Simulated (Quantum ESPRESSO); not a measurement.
# Band energies of HgZnS$_{2}$

```
CELL_PARAMETERS angstrom
      1.97527     1.14042     6.53981
     -1.97527     1.14042     6.53981
      0.00000    -2.28084     6.53981
ATOMIC_POSITIONS crystal
  S  0.86902 0.86902 0.86902
  S  0.38349 0.38349 0.38349
  Zn 0.50090 0.50090 0.50090
  Hg 0.99660 0.99660 0.99660
```

PBEsol (Quantum ESPRESSO, PseudoDojo norm-conserving, 84 Ry, with spin-orbit coupling); path ΓLB1,BZΓX,QFP1Z,LP; energies in eV from the valence-band maximum.

```csv
k (1/Å),point,band 52,band 53,band 54,band 55,band 56,band 57,band 58,band 59
0.00,Γ,0.00,0.35,0.35,2.39,2.39,5.26,5.26,5.83
0.23,,-0.20,1.34,1.38,2.97,2.98,5.08,5.28,5.71
0.47,,-0.67,2.36,2.41,3.62,3.63,4.64,4.89,5.62
0.82,,-1.30,3.23,3.24,3.47,3.50,4.65,4.76,5.49
0.93,L,-1.37,3.25,3.25,3.50,3.50,4.73,4.73,5.45
1.05,,-1.35,3.48,3.49,3.56,3.57,4.82,4.85,5.42
1.29,,-1.57,3.52,3.55,4.71,4.75,4.87,5.10,5.61
1.53,B1,-1.69,3.05,3.11,4.07,4.16,5.01,5.09,5.57
1.53,B,-1.69,3.05,3.11,4.07,4.16,5.01,5.09,5.57
1.75,,-1.51,2.76,2.81,3.83,3.90,4.73,4.78,5.26
1.97,,-0.95,2.76,2.79,4.05,4.10,4.31,4.37,4.97
2.30,,-0.30,2.50,2.51,2.78,2.79,4.80,4.94,5.67
2.52,Z,-0.25,2.10,2.10,2.19,2.19,4.92,4.92,5.92
2.76,,-0.11,1.36,1.36,2.35,2.35,5.15,5.15,5.83
3.00,Γ,0.00,0.35,0.35,2.39,2.39,5.26,5.26,5.83
3.10,,-0.01,0.69,0.72,2.51,2.52,5.24,5.31,5.77
3.30,,-0.18,1.59,1.64,3.28,3.29,5.12,5.32,5.45
3.60,,-0.59,2.75,2.77,4.42,4.45,5.15,5.23,5.36
3.80,,-1.01,3.23,3.23,4.82,4.85,4.99,5.15,5.84
4.00,,-1.48,3.24,3.28,4.57,4.65,4.97,5.05,5.69
4.10,X,-1.70,3.10,3.15,4.32,4.32,4.91,5.02,5.59
4.10,Q,-1.70,3.10,3.15,4.32,4.32,4.91,5.02,5.59
4.20,,-1.66,2.89,2.94,3.95,3.99,4.79,4.87,5.42
4.39,,-1.26,2.28,2.32,3.32,3.36,3.87,3.88,5.75
4.59,F,-0.88,1.84,1.84,3.05,3.05,3.39,3.39,6.27
4.59,P1,-0.97,2.25,2.28,3.22,3.22,3.47,3.49,6.20
4.77,,-0.84,2.43,2.43,3.32,3.35,3.53,3.53,6.13
4.94,,-0.63,2.63,2.63,3.49,3.50,3.90,3.94,6.07
5.11,,-0.41,2.67,2.67,3.27,3.27,4.51,4.58,5.55
5.37,,-0.25,2.20,2.22,2.27,2.28,4.88,4.95,5.91
5.46,Z,-0.25,2.10,2.10,2.19,2.19,4.92,4.92,5.92
5.46,L,-1.37,3.25,3.25,3.50,3.50,4.73,4.73,5.45
5.78,P,-0.97,2.25,2.28,3.22,3.22,3.47,3.49,6.20
```

The PBEsol gap is direct, 0.35 eV at Γ.

Geometry relaxed with PBEsol.

The structure is a Materials Project entry; no match was found in the copy of COD used, and its stability was not checked.
